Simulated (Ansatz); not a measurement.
The relaxed structure here is a generated cell of CoPdO2: the first start was made by placing the elements on the sites of a structure type, and the end was not matched to a known phase here, so it may be hypothetical.

One stationary structure of CoPdO2. Space group Amm2 (No. 38). Level of theory: PBEsol (plane waves to 420 eV, PAW, scalar-relativistic; Ansatz, a quantum-chemistry and plane-wave program).

```cif
data_CoO2Pd
_chemical_formula_sum 'O2 Co1 Pd1'
_space_group_name_H-M_alt 'P 1'
_space_group_IT_number 1
_cell_length_a 2.73889
_cell_length_b 5.23458
_cell_length_c 5.23458
_cell_angle_alpha 43.849
_cell_angle_beta 90.000
_cell_angle_gamma 90.000
loop_
_space_group_symop_operation_xyz
  'x, y, z'
loop_
_atom_site_label
_atom_site_type_symbol
_atom_site_fract_x
_atom_site_fract_y
_atom_site_fract_z
_atom_site_occupancy
O1 O 0.50000 0.75087 0.75087 1
O2 O 0.50000 0.99818 0.99818 1
Co1 Co 0.00000 0.86770 0.86770 1
Pd1 Pd 0.50000 0.53691 0.53691 1
```

Question: What is the computed magnetic moment (PBEsol)?

Answer: Net 0.29 μB/atom, ferromagnetic.

Spin state reached: ferromagnetic (net 0.29 μB/atom), from parallel starting moments; other spin orders were not run from this start. The d or f electrons are treated with no Hubbard U. A magnetic insulating state can be missed without it.

It was reached from a disturbed copy of a Amm2 (No. 38) cell, against which it lies -0.08 eV/atom.
